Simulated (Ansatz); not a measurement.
## Computed properties of HfW$_{2}$

HfW2:
```xyz
6
Lattice="0.0000 3.7930 3.7930 3.7930 0.0000 3.7930 3.7930 3.7930 0.0000" Properties=species:S:1:pos:R:3 pbc="T T T"
Hf     3.7930     3.7930     3.7930
Hf     5.6894     5.6894     5.6894
W      0.9482     0.9482     0.9482
W      0.9482     2.8447     2.8447
W      2.8447     2.8447     0.9482
W      2.8447     0.9482     2.8447
```

Space group Fd-3m (No. 227), cubic Laves (MgCu2 type); conventional cell a = b = c = 7.586 Å, α = β = γ = 90.00°.

Method: plane-wave PAW r²SCAN (Ansatz code). The cell and atoms are relaxed at this level. Other levels are named where they apply.

**Cell and energy**

```yaml
volume_per_atom: 18.19 Å³
density: 16.62 g/cm³
Formation energy from the elements (no fitted shifts): -170 meV/atom
```

**Electronic structure**

```yaml
electronic_character: metallic (no gap)
Density of states at the Fermi level: 0.36 states/eV per atom (mean over ±0.08 eV)
Gap with spin–orbit coupling: none (metallic)
```

**Mechanics**

```yaml
Bulk modulus (Birch–Murnaghan fit): 232 GPa
Pressure derivative B′: 3.9
```

**Charges**

```yaml
bader_charges: Hf +1.54, W -0.77 e
```

The workflow started from an entry of the Crystallography Open Database (COD). Whether it is the stable phase at ambient conditions was not checked. The cell was relaxed with r²SCAN under the symmetry of its start; its stability against distortions is not shown here. No spin polarisation was allowed. The references are the lowest solids computed at this level, not always the standard phases. Scalar-relativistic: spin–orbit coupling is off unless named, which matters more the heavier the elements.

Potentials: the later of the program's two PAW sets.
